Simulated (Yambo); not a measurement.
A G0W0@PBE run in Yambo for MoSe2 (space group P6_3/mmc, No. 194) (6×6×1 Γ-centred k mesh, bands 39 to 137 and a 6 Ry block in the screening, 137 bands in G with the Bruneval-Gonze terminator, plasmon pole fitted at 27.2 eV) gives these matrix elements, in eV, at the band edges (Γ → (0.167, 0.167, 0)):

```tsv
state	E0	<Vxc>	<Σx>	<Σc(E0)>	Z
valence edge	0.000	-16.977	-17.421	0.797	0.784
conduction edge	0.772	-15.549	-11.739	-3.165	0.791
```

Task: Solve the linearised quasiparticle equation for both states, give the gap, and say how exchange and correlation each act on it.

Result: E = E0 + Z(Σx + Σc − Vxc). Valence: 0.000 + 0.784 × (-17.421 + (0.797) − (-16.977)) = 0.28 eV. Conduction: 0.772 + 0.791 × (-11.739 + (-3.165) − (-15.549)) = 1.28 eV. The gap is 1.00 eV, against 0.77 eV in PBE. Replacing Vxc by bare exchange alone would open it by 4.25 eV; correlation takes back 3.96 eV of that, and Z scales what is left. Convergence of the G0W0 settings was not tested. Spin-orbit splittings are left out.

Geometry relaxed with PBE+D3(BJ); primitive cell a = 3.2783 Å, b = 3.2783 Å, c = 12.7241 Å, α = 90.00°, β = 90.00°, γ = 120.00°.

The potentials are those of PseudoDojo's stringent table.
